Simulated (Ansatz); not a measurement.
## Os: computed DOS

```cif
data_structure
_symmetry_space_group_name_H-M 'P 1'
_symmetry_Int_Tables_number 1
_cell_length_a 2.7341
_cell_length_b 2.7341
_cell_length_c 4.3197
_cell_angle_alpha 90.000
_cell_angle_beta 90.000
_cell_angle_gamma 120.000
_cell_volume 27.96
loop_
_atom_site_label
_atom_site_type_symbol
_atom_site_fract_x
_atom_site_fract_y
_atom_site_fract_z
_atom_site_occupancy
Os1 Os 0.33333 0.66667 0.25000 1
Os2 Os 0.66667 0.33333 0.75000 1
```

The runs use the primitive cell with vectors (2.734, 0.000, 0.000), (-1.367, 2.368, 0.000), (0.000, 0.000, 4.320) Å, to which the k mesh refers.

The geometry is COD entry 9017843, unchecked; take it as a test cell.

No spin–orbit coupling, which matters for the heavy atoms here.

These are results of DFT, PBEsol, all-electron LAPW, scalar-relativistic in Ansatz 0.2.0, not measurements.

Sampling and basis: a Γ-centred 17×17×10 k mesh, Fermi–Dirac smearing of 0.08 eV, basis error target 1 meV/atom, no spin polarisation.

(1) Which of the resolved shells contributes most within 0.3 eV of the Fermi level?

(2) Where is the centre of the filled Os 5d states between -14 eV and the top of the filled states?

(3) Tabulate the density of states.

## Answers

(1) Os 5d, with 93 % of all states there; Os 6s follows with 2 %.

(2) -3.87 eV from the Fermi level.

(3) States per eV and cell, averaged over 0.4 eV, from -11.0 to 6.8 eV, with energies (bin centres) from the Fermi level; empty bins are left out. The partial columns, the largest 3 alone, are projections on Löwdin-orthogonalised atomic shells (those that the program's projection atoms carry: the occupied ones and, for some elements, an empty d or f shell; other empty shells have no column), summed over atoms of an element. Weights on diffuse s and p shells depend on that basis and aren't pure angular character.
```
E (eV)  total  Os 5d  Os 6s  Os 5p
 -10.9   0.02   0.00   0.02   0.00
 -10.5   0.07   0.00   0.07   0.00
 -10.1   0.11   0.00   0.10   0.00
  -9.7   0.14   0.00   0.13   0.00
  -9.3   0.17   0.01   0.16   0.00
  -8.9   0.22   0.02   0.19   0.00
  -8.5   0.28   0.04   0.23   0.01
  -8.1   0.39   0.09   0.29   0.01
  -7.7   1.19   0.68   0.48   0.01
  -7.3   1.56   1.06   0.48   0.01
  -6.9   1.96   1.54   0.40   0.01
  -6.5   2.21   1.89   0.29   0.02
  -6.1   1.74   1.54   0.17   0.01
  -5.7   1.69   1.51   0.15   0.02
  -5.3   1.81   1.68   0.10   0.01
  -4.9   2.40   2.23   0.11   0.02
  -4.5   2.50   2.29   0.14   0.02
  -4.1   0.86   0.77   0.06   0.01
  -3.7   2.68   2.51   0.10   0.02
  -3.3   2.75   2.54   0.13   0.01
  -2.9   2.69   2.48   0.14   0.01
  -2.5   2.56   2.36   0.12   0.01
  -2.1   2.81   2.51   0.16   0.01
  -1.7   2.18   1.95   0.12   0.01
  -1.3   1.50   1.33   0.08   0.00
  -0.9   1.35   1.20   0.06   0.00
  -0.5   1.29   1.16   0.04   0.00
  -0.1   1.19   1.11   0.03   0.00
   0.3   1.19   1.12   0.03   0.00
   0.7   1.37   1.31   0.04   0.00
   1.1   1.61   1.54   0.05   0.00
   1.5   2.17   2.07   0.07   0.00
   1.9   2.85   2.71   0.09   0.00
   2.3   2.96   2.80   0.11   0.00
   2.7   1.07   0.92   0.11   0.00
   3.1   0.61   0.40   0.14   0.00
   3.5   0.59   0.34   0.16   0.00
   3.9   0.58   0.28   0.18   0.00
   4.3   0.56   0.24   0.19   0.00
   4.7   0.52   0.18   0.19   0.00
   5.1   0.53   0.15   0.21   0.00
   5.5   0.50   0.12   0.20   0.00
   5.9   0.61   0.12   0.26   0.00
   6.3   0.54   0.09   0.21   0.00
   6.7   0.45   0.06   0.15   0.00
```
